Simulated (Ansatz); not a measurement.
**Ba3H12Ir2 — field gradients at the nuclei**

The cell is a Materials Project structure (computed, not necessarily an observed phase), atoms as given.

Space group P-3m1 (No. 164); a = 5.5090, c = 8.9015 Å, γ = 120.00°.

```
site  Wyckoff  site symmetry       x       y       z
 Ba1       1a           -3m.  0.0000  0.0000  0.0000
 Ba2       2d            3m.  0.6667  0.3333  0.3583
  H4       6i            .m.  0.1870  0.8130  0.3470
 H10       6i            .m.  0.5275  0.0550  0.8725
  Ir       2d            3m.  0.6667  0.3333  0.7599
```

One atom of each set is listed.

All values are calculated (Ansatz; DFT, PBE, plane waves and PAW, with spin–orbit coupling, 420 eV cutoff, Γ-centred 6×6×4 k-points, Fermi–Dirac smearing 0.05 eV), not measured.

Conventions: |V_zz| ≥ |V_yy| ≥ |V_xx|, η = (V_xx − V_yy)/V_zz, C_Q = eQV_zz/h.

¹³⁷Ba: I = 3/2, Q = 236.0 mb; ²H: I = 1, Q = 2.858 mb; ¹⁹¹Ir: I = 3/2, Q = 816.0 mb. Quadrupole moments are those of Pyykkö's year-2017 table.

| site | atoms | first shell | V_zz (10²¹ V/m²) | η | C_Q (MHz) |
| --- | --- | --- | --- | --- | --- |
| Ba1 | 1 | 18 H at 2.99–3.57 Å | 4.40 | 0.00 | 25.1 |
| Ba2 | 2 | 12 H at 2.76–2.97 Å | 5.17 | 0.00 | 29.5 |
| H4 | 6 | 1 Ir at 1.69 Å; also 3 Ba at 2.76–2.97 Å | 1.11 | 0.17 | 0.077 |
| H10 | 6 | 1 Ir at 1.66 Å; also 3 Ba at 2.77–2.99 Å | 1.24 | 0.01 | 0.086 |
| Ir | 2 | 6 H at 1.66–1.69 Å | -0.61 | 0.00 | -12.0 |

An axis of threefold or higher order runs through Ba1, Ba2 and Ir, so V_zz lies along it and η is zero. At H4 and H10 V_zz points along its bond to Ir (within 2°) in each case.
